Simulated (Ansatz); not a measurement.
NiH (rock salt, Fm-3m), the program Ansatz at the PBE level (PAW), all energies at zero smearing, with the estimated change up to a 700 eV cutoff added, with one set of potentials and settings (totals compare only within such a set). Cell of 2 atoms (1 Ni, 1 H): -5855.662 eV.

| element | reference phase | E (eV/atom) |
|---|---|---|
| Ni | Fm-3m, 1 atoms in the cell, spin-polarised | -5839.7239 |
| H | Cmce, 4 atoms in the cell | -15.8838 |

Formation energy per atom, worked out: (-5855.662 − 1×(-5839.7239) − 1×(-15.8838))/2 = -0.027 eV/atom (-3 kJ per mol of atoms), at 0 K, without zero-point energy or fitted corrections.

The first step of the workflow began from a Materials Project structure, measured or hypothetical; the Crystallography Open Database copy checked does not list it. Whether it is the stable phase at ambient conditions was not checked. The cell was relaxed with PBE under the symmetry of its start; whether a distortion lowers the energy is not shown. The run is not spin-polarised. The references are the lowest solids computed at this level, not always the standard phases (solids in place of the gases).

Potentials: the later of the program's two PAW sets.
